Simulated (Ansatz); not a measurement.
The relaxed structure here is a generated cell of SiW: the first start was made by placing the elements on the sites of a structure type, and the end was not matched to a known phase here, so it may be hypothetical.

Relaxation of a generated cell, SiW built in the NiAs structure type; 4 atoms in the cell, which starts as P6₃/mmc (No. 194), hP4; a = b = 4.0652 Å, c = 5.6659 Å, α = β = 90.00°, γ = 120.00°. The numbers are results of r2SCAN (plane waves to 500 eV, PAW, scalar-relativistic; Ansatz, a program for electronic structure), not measurements. Γ-centred k-mesh 7×7×4 on the run's cell (coarser than for final values), Fermi–Dirac smearing 0.05 eV. This is the first round of the run. 

The optimiser's lines from the output (shortened; P is positive under compression):

```
relax step   1: F+E_penalty+E_count = -22069.65704779 eV  Δ(F+E_penalty+E_count) = +0.000e0 eV  max|allowed force component| = 1.850e-17 eV/Å  Δτ_max = 0.0000 Å  P = -24.908 GPa  Ω = 81.091 Å³  (7 SCF iters, dr2 threshold 1.00e-7 eV, accepted)
relax step   2: F+E_penalty+E_count = -22070.90849679 eV  Δ(F+E_penalty+E_count) = -1.251e0 eV  max|allowed force component| = 3.469e-17 eV/Å  Δτ_max = 0.0000 Å  P = -9.973 GPa  Ω = 70.701 Å³  (8 SCF iters, dr2 threshold 4.00e-7 eV, accepted)
relax step   3: F+E_penalty+E_count = -22071.44312743 eV  Δ(F+E_penalty+E_count) = -5.346e-1 eV  max|allowed force component| = 7.864e-17 eV/Å  Δτ_max = 0.0000 Å  P = +1.095 GPa  Ω = 64.930 Å³  (6 SCF iters, dr2 threshold 4.00e-7 eV, accepted)
relax step   4: F+E_penalty+E_count = -22071.77459594 eV  Δ(F+E_penalty+E_count) = -3.315e-1 eV  max|allowed force component| = 1.110e-16 eV/Å  Δτ_max = 0.0000 Å  P = +1.881 GPa  Ω = 63.184 Å³  (7 SCF iters, dr2 threshold 4.00e-7 eV, accepted)
relax step   5: F+E_penalty+E_count = -22072.17329861 eV  Δ(F+E_penalty+E_count) = -3.987e-1 eV  max|allowed force component| = 7.055e-17 eV/Å  Δτ_max = 0.0000 Å  P = +0.879 GPa  Ω = 62.078 Å³  (7 SCF iters, dr2 threshold 4.00e-7 eV, accepted)
relax step   6: F+E_penalty+E_count = -22072.60359137 eV  Δ(F+E_penalty+E_count) = -4.303e-1 eV  max|allowed force component| = 3.469e-17 eV/Å  Δτ_max = 0.0000 Å  P = +2.603 GPa  Ω = 60.299 Å³  (6 SCF iters, dr2 threshold 4.00e-7 eV, accepted)
relax step   7: F+E_penalty+E_count = -22072.86121807 eV  Δ(F+E_penalty+E_count) = -2.576e-1 eV  max|allowed force component| = 2.776e-17 eV/Å  Δτ_max = 0.0000 Å  P = +2.461 GPa  Ω = 59.320 Å³  (6 SCF iters, dr2 threshold 4.00e-7 eV, accepted)
relax step   8: F+E_penalty+E_count = -22072.92924677 eV  Δ(F+E_penalty+E_count) = -6.803e-2 eV  max|allowed force component| = 7.170e-17 eV/Å  Δτ_max = 0.0000 Å  P = -0.778 GPa  Ω = 59.624 Å³  (6 SCF iters, dr2 threshold 4.00e-7 eV, accepted)
relax step   9: F+E_penalty+E_count = -22072.93937491 eV  Δ(F+E_penalty+E_count) = -1.013e-2 eV  max|allowed force component| = 3.701e-17 eV/Å  Δτ_max = 0.0000 Å  P = +1.250 GPa  Ω = 58.870 Å³  (6 SCF iters, dr2 threshold 4.00e-7 eV, accepted)
relax step  10: F+E_penalty+E_count = -22072.94075101 eV  Δ(F+E_penalty+E_count) = -1.376e-3 eV  max|allowed force component| = 3.701e-17 eV/Å  Δτ_max = 0.0000 Å  P = -0.065 GPa  Ω = 59.140 Å³  (5 SCF iters, dr2 threshold 4.00e-7 eV, accepted)
relax step  11: F+E_penalty+E_count = -22072.94077362 eV  Δ(F+E_penalty+E_count) = -2.261e-5 eV  max|allowed force component| = 7.401e-17 eV/Å  Δτ_max = 0.0000 Å  P = -0.003 GPa  Ω = 59.136 Å³  (4 SCF iters, dr2 threshold 8.58e-8 eV, accepted)
relax step  12: F+E_penalty+E_count = -22072.93991632 eV  Δ(F+E_penalty+E_count) = +8.573e-4 eV  max|allowed force component| = 7.401e-17 eV/Å  Δτ_max = 0.0000 Å  P = +0.036 GPa  Ω = 59.136 Å³  stress off target by 1.80e-1 GPa  SCF on the basis re-selected at this cell (its energy is not comparable with the rows above)  (7 SCF iters)
relax step  13: F+E_penalty+E_count = -22072.93995360 eV  Δ(F+E_penalty+E_count) = -3.728e-5 eV  max|allowed force component| = 5.320e-17 eV/Å  Δτ_max = 0.0000 Å  P = +0.001 GPa  Ω = 59.130 Å³  (4 SCF iters, dr2 threshold 8.07e-8 eV, accepted)
relax step  14: F+E_penalty+E_count = -22072.93995393 eV  Δ(F+E_penalty+E_count) = -3.344e-7 eV  max|allowed force component| = 9.252e-17 eV/Å  Δτ_max = 0.0000 Å  P = +0.001 GPa  Ω = 59.130 Å³  stress off target by 1.71e-2 GPa  SCF on the basis re-selected at this cell (its energy is not comparable with the rows above)  (5 SCF iters)
```

From the first to the last row the energy changes by -0.82 eV/atom and the volume by -27.1 %. The last row is marked as not comparable with the walk above it, whose basis was carried along; it does compare with step 1, since both stand on a basis selected at the nominal cutoff for their own cell.

Later rounds, restarted from the end of this one on a renewed k-mesh, logged 11 more steps and released under 0.01 eV/atom more. The final structure after all rounds: P6₃/mmc (No. 194), hP4, NiAs type; a = b = 3.1278 Å, c = 6.9814 Å, α = β = 90.00°, γ = 120.00°. Between re-selections the logged energies stand on a plane-wave basis carried along with the cell. No spin polarisation in the result.

The run could not lose the symmetry of its start; a randomly shaken copy of 8 atoms returns to this structure.

All atoms sit on sites fixed by symmetry, so only the cell could relax.
